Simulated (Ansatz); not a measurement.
LaInAu in space group P-62m (No. 189; La on 3g, In on 3f, Au on 2c, Au on 1b), PBE in the plane-wave PAW code Ansatz, all energies at zero smearing, with the estimated change up to a 700 eV cutoff added, with one set of potentials and settings (totals compare only within such a set). Cell of 9 atoms (3 La, 3 In, 3 Au): -74998.716 eV.

```
element                reference phase  E (eV/atom)
-------  -----------------------------  -----------
La       P6_3/mmc, 4 atoms in the cell   -6250.0953
In         I4/mmm, 1 atoms in the cell   -5597.8481
Au          Fm-3m, 1 atoms in the cell  -13149.3277
```

Formation energy per atom, worked out: (-74998.716 − 3×(-6250.0953) − 3×(-5597.8481) − 3×(-13149.3277))/9 = -0.767 eV/atom (-74 kJ per mol of atoms), at 0 K, without zero-point energy or fitted corrections.

The workflow started from a Materials Project entry (that database holds measured and hypothetical structures alike); the Crystallography Open Database files this formula in space group No. 189, but the cells were not matched. Its standing as an ambient phase is unchecked. The cell was relaxed with PBE under the symmetry of its start; whether a distortion lowers the energy is not shown. The references are the lowest solids computed at this level, not always the standard phases. Scalar-relativistic: spin–orbit coupling is off unless named, which matters more the heavier the elements.

Potentials: the later of the program's two PAW sets.
